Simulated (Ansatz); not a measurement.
Question: Tl (hcp (Mg type), P6_3/mmc) is relaxed with PBE+D3(BJ) in the plane-wave PAW code Ansatz. What lattice parameters of the conventional cell result?

Answer: a = 3.493 Å, c = 5.589 Å.

The cell was relaxed with PBE+D3(BJ) under the symmetry of its start. The pairwise dispersion correction was not fitted to metals. Axis ratios of metals converge slowly with the k-mesh, so a and c are less sure than the volume. Spin–orbit coupling is left out wherever it is not named.

Potentials: the later of the program's two PAW sets.
